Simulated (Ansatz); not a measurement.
BC5 in space group P3m1 (No. 156; Pearson symbol hP6), LDA in the plane-wave PAW code Ansatz, all energies at zero smearing, with the estimated change up to a 700 eV cutoff added, with one set of potentials and settings (totals compare only within such a set). Cell of 6 atoms (1 B, 5 C): -1363.844 eV.

```
element             reference phase  E (eV/atom)
-------  --------------------------  -----------
B        R-3m, 12 atoms in the cell    -149.7758
C        Fd-3m, 2 atoms in the cell    -242.9976
```

Formation energy per atom, worked out: (-1363.844 − 1×(-149.7758) − 5×(-242.9976))/6 = 0.153 eV/atom (15 kJ per mol of atoms), at 0 K, without zero-point energy or fitted corrections.

The workflow started from a Materials Project entry (that database holds measured and hypothetical structures alike); the Crystallography Open Database copy checked does not list it. Whether it is the stable phase at ambient conditions was not checked. The LDA relaxation kept the symmetry of its start; whether a distortion lowers the energy is not shown. Its formation energy is positive at this level, so the cell may be metastable or incomplete. The references are the lowest solids computed at this level, not always the standard phases.

Potentials: the later of the program's two PAW sets.
